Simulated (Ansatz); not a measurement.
**P6_3/mmc: 4 crystals compared**

All 4 crystals share space group P6_3/mmc (No. 194) and the same kinds of sites, 2 atoms in the primitive cell. They are database entries and needn't be the stable phases. The set is a selection: crystals with an unstable lattice, a very soft shear in a metal or doubtful stress slopes were left out. Cells are relaxed by PAW under the functional.

Quantity: elastic moduli (Hill averages, relaxed ions; θ_D from sound speeds over directions). Level: PBEsol, all-electron LAPW in Ansatz 0.2.0, scalar-relativistic.

```
crystal     cell (conventional)    k mesh  smearing (eV)  B (GPa)  G (GPa)  C11 (GPa)  C33 (GPa)  C44 (GPa)      ν  θ_D (K)
     Cu  a = 2.520, c = 4.118 Å  18×18×10           0.05      166     44.1        235        296       33.8  0.378      318
     La  a = 3.654, c = 5.988 Å   14×14×8           0.10        ?        ?          ?          ?          ?      ?        ?
     Li  a = 3.050, c = 5.005 Å  18×18×10           0.05     13.7      5.9       23.7       31.4        3.9  0.313      383
     Lu  a = 3.443, c = 5.368 Å  16×16×10           0.10     49.4     34.8       97.2       99.1       33.6  0.215      198
```

Q: What did the calculation give for La?

A: B = 26.3 GPa, G = 13.0 GPa, C11 = 46.3 GPa, C33 = 53.2 GPa, C44 = 8.9 GPa, ν = 0.287, θ_D = 142 K.

Keep in mind: responses of metals move with mesh and smearing; elastic stability says nothing of phonons or of other phases.
